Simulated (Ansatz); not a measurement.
Hf (bcc (W type), Im-3m) at seven volumes, the program Ansatz at the LDA level (PAW), scaled uniformly. One row is withheld.

```csv
V (Å³/atom),P (GPa)
18.544,12.43
19.155,7.70
19.766,3.59
20.378,0.00
20.989,?
21.600,-5.86
22.212,-8.29
```

Task: Fit the shown pressures and predict the withheld one.

Result: Third-order Birch–Murnaghan: P = (3/2)B₀(x^(7/2) − x^(5/2))[1 + (3/4)(B′ − 4)(x − 1)] with x = (V₀/V)^(2/3). Least squares on the six rows gives V₀ = 20.378 Å³/atom, B₀ = 111.8 GPa, B′ = 3.51. At V = 20.989, x = 0.9805 and P = -3.14 GPa. The run itself gave -3.12 GPa.

This is a known high-temperature phase of the composition, computed here at zero pressure and temperature. The LDA relaxation kept the symmetry of its start. At this level the phase is mechanically unstable. No spin polarisation was allowed. Scalar-relativistic: spin–orbit coupling is off unless named, which matters more the heavier the elements.

Potentials: the earlier of the program's two PAW sets. The files were generated under PBE; for other functionals the program regenerates the frozen cores, and for LDA and PBEsol the local potential too.
